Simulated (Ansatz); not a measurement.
**AlPt, first-principles data**

AlPt:
```xyz
2
Lattice="3.0605 0.0000 0.0000 0.0000 3.0605 0.0000 0.0000 0.0000 3.0605" Properties=species:S:1:pos:R:3 pbc="T T T"
Al     0.0000     0.0000     0.0000
Pt     1.5302     1.5302     1.5302
```

Space group Pm-3m (No. 221), CsCl type; conventional cell a = b = c = 3.060 Å, α = β = γ = 90.00°.

Method: PBEsol (plane waves, PAW; program Ansatz). Geometry: relaxed at this level of theory. Other levels are named where they apply.

**Cell and energy**

```yaml
volume_per_atom: 14.33 Å³
density: 12.86 g/cm³
Formation energy from the elements (no fitted shifts): -0.93 eV/atom
```

**Electronic structure**

```yaml
electronic_character: metallic (no gap)
Density of states at the Fermi level: 0.34 states/eV per atom (mean over ±0.08 eV)
Gap with spin–orbit coupling: none (metallic)
```

**Mechanics**

```yaml
Bulk modulus (Birch–Murnaghan fit): 202 GPa
Pressure derivative B′: 4.6
Elastic constants (relaxed ions, GPa): C11 = 208, C12 = 198, C44 = 88.0
mechanical_stability: stable (all eigenvalues of C positive)
```

**Phonons**

```yaml
highest_zone_centre_frequency: 224 cm⁻¹
zone_centre_stability: no imaginary mode at Γ
dynamical_stability_on_the_path: unstable, down to 30i cm⁻¹
```

The first step of the workflow began from a Materials Project structure, measured or hypothetical; the Crystallography Open Database copy checked does not list it. With Al and Pt taken as one species the cell has the higher symmetry Im-3m, so it may be an ordered model of a mixed-site phase. Whether it is the stable phase at ambient conditions was not checked. Symmetry was held in the PBEsol relaxation. No spin polarisation was allowed. As this level gives no gap, shear constants depend on the k-mesh and smearing (Fermi–Dirac, 0.1 eV here). As this level gives no gap, phonon frequencies hold no LO–TO term and depend on the k-mesh and smearing (Fermi–Dirac, 0.1 eV here). The references are the lowest solids computed at this level, not always the standard phases. Spin–orbit coupling is left out wherever it is not named.

Potentials: the later of the program's two PAW sets.
